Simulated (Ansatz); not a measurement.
This Ga2BAs3 structure is the end of a relaxation. The cell was found from a structure generator's guess, not taken from experiment.

These are results of DFT PBE, scalar-relativistic, plane waves, PAW (Ansatz 0.2.0), not measurements. Cutoff 420 eV, Γ-centred mesh, Gaussian smearing, no spin polarisation.

```
CELL_PARAMETERS angstrom
3.84810 0.00000 0.00000
-1.92405 3.33256 0.00000
0.00000 0.00000 9.52324
ATOMIC_POSITIONS crystal
Ga 0.00000 0.00000 0.98835
Ga 0.66667 0.33333 0.34436
B 0.33333 0.66667 0.66047
As 0.00000 0.00000 0.72808
As 0.33333 0.66667 0.44238
As 0.66667 0.33333 0.08637
```

Formation energies are uncorrected and refer to the elements' standard structures at the same level.

Problem. What space group does it have?

Solution. P3m1 (No. 156), with Ga and B ordered on zinc blende sites. Conventional cell: a = 3.848 Å, c = 9.523 Å. Ga on its first site is surrounded by 4 As at 2.41–2.48 Å; Ga on its second site is surrounded by 4 As at 2.41–2.46 Å; around B lie 1 As at 2.08 Å and 3 As at 2.31 Å; around As on its first site lie 3 B at 2.31 Å and 1 Ga at 2.48 Å; 2 more sites not described.

Problem. What is its formation energy per atom?

Solution. −0.06 eV/atom.

Problem. Is it a metal?

Solution. There is no gap on the 12×12×4 mesh, but valence and conduction bands meet within 0.015 eV, so at this level it has a zero gap rather than a metal's Fermi surface.

The last run used a 12×12×4 mesh (in the run's order of axes) for its 6-atom cell and Gaussian smearing of 0.10 eV. The zero gap may come from the functional, which often closes small gaps, or the cell may be a true semimetal. The reference form of As is held partly by dispersion forces, which this level lacks. Symmetry constrained the relaxation, so the result can be a saddle point. Another cell of Ga2BAs3 relaxed alike, in I-4m2, lies 22 meV/atom lower, so this cell isn't the stable form at this level.
